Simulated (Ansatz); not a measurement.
# Structures of BaRe: which is lowest?

Plane-wave DFT in Ansatz with scalar-relativistic PAW potentials, cutoff 420 eV, Γ-centred meshes chosen by cell and gap, Gaussian smearing with energies taken to zero width. Every cell was relaxed (cell and atoms) in a run of its own, within the symmetry of its start. Functional: PBE.

Relaxed structures (starts from databases or built by putting these elements on another compound's sites):
A. Cmcm, 4 atoms in the computed cell, a = 5.356 Å, b = 12.342 Å, c = 3.901 Å; sites (symmetry × multiplicity) Ba m2m × 4, Re m2m × 4; start: built
B. Pmma, 4 atoms in the computed cell, a = 3.953 Å, b = 5.007 Å, c = 7.844 Å; sites (symmetry × multiplicity) Ba mm2 × 2, Re mm2 × 2; start: built

Problem. Rank them by energy. Could pressure change the order?

Solution.
| structure | group | E − E(lowest) (meV/atom) | V (Å³/atom) | gap on mesh (eV) |
| --- | --- | --- | --- | --- |
| A | Cmcm | 0.0 | 32.24 | 0.00 |
| B | Pmma | 120 | 38.81 | 0.00 |

A is lowest, 120 meV/atom under B. The lowest is also the densest of these, so pressure wouldn't bring one of the others in at first order. Other structures may lie lower than all of these, and vibrations aren't counted.

Spin-orbit coupling is left out, which matters for the bands of heavy elements.